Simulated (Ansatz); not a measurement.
## A vibration from a frozen displacement in Si

Method: Ansatz, DFT LDA, scalar-relativistic, plane waves, PAW. The runs took a 420 eV cutoff, a Γ-centred 12×12×12 mesh and Gaussian smearing (0.15 eV). No spin polarisation. Energies are free energies at this smearing, counted from the undisturbed cell; pressure is positive in compression.

The starting cell (relaxed at this level; this form isn't the usual structure):

```
Si
1.0
     0.00000    0.00000    4.94152
     2.60849   -4.51804    0.00000
     2.60849    4.51804    0.00000
Si
8
Direct
  0.00000 0.50000 0.00000
  0.50000 0.50000 0.00000
  0.00000 0.00000 0.00000
  0.50000 0.00000 0.00000
  0.00000 0.50000 0.50000
  0.50000 0.50000 0.50000
  0.00000 0.00000 0.50000
  0.50000 0.00000 0.50000
```

Atom 1 (Si) is moved by x along the Cartesian unit vector (0.000, 0.000, -1.000); the cell and all other atoms stay fixed. The cell's volume is 116.47 Å³; the moved atoms weigh 28.085 u together and the others 196.595 u. Some rows repeat others by symmetry and weren't run.

```csv
x (Å),ΔE (meV/cell),total force on the moved atoms along the move (eV/Å),pressure (GPa)
-0.2000,147.07,1.6439,0.7473
-0.1750,109.41,1.3723,0.5761
-0.1500,78.26,1.1231,0.4294
-0.1250,53.08,0.8956,0.3060
-0.1000,33.31,0.6891,0.2054
-0.0750,18.47,0.5013,0.1274
-0.0500,8.13,0.3275,0.0722
-0.0250,2.02,0.1620,0.0394
0.0000,0.00,0.0000,0.0286
0.0250,2.02,-0.1620,0.0394
0.0500,8.13,-0.3275,0.0722
0.0750,18.47,-0.5013,0.1274
0.1000,33.31,-0.6891,0.2054
0.1250,53.08,-0.8956,0.3060
0.1500,78.26,-1.1231,0.4294
0.1750,109.41,-1.3723,0.5761
0.2000,147.07,-1.6439,0.7473
```

Task: What frequency belongs to this motion?

Result: The force constant is k = −dF/dx = 6.480 eV/Å², from the parabola through x = -0.0250, 0 and 0.0250. In every cell the moved atoms swing against the rest, so the mass is μ = m₁m₂/(m₁ + m₂) = 24.574 u, and ν̃ = 521.5 cm⁻¹ × √(|k|/μ) = 268 cm⁻¹. The pattern needn't be a normal mode: ν̃² is then a weighted mean of the squared nonzero frequencies at the zone centre of this cell, so it lies between the lowest and the highest of them.

Task: How far does the harmonic law reach?

Result: At x = -0.200 Å, kx²/2 = 129.60 meV against the computed 147.07 meV (+13.5 %): the well stiffens in this direction at large amplitude.

Task: The pressure changes with x². What does that say about the frequency under compression?

Result: With E = k(V)x²/2, k ∝ V^(−2γ) and x scaling with the cell as V^(1/3), P − P0 = −∂E/∂V = (2γ − 2/3) ΔE/V. At x = 0.0500 Å, V(P − P0) = 116.47 × 0.04357 / 160.2 eV = 31.68 meV and ΔE = 8.13 meV, so γ = 1/3 + V(P − P0)/(2ΔE) = 2.28. This is the Grüneisen parameter of the motion under uniform scaling of the cell: shrinking the cell evenly by 1 % in volume raises the frequency by about 2.28 %.

In a metal these slopes depend on the k mesh and the smearing.

Cost: 9 runs of about 6.5 core-minutes in all, on Arm Neoverse V1 (shared hosts).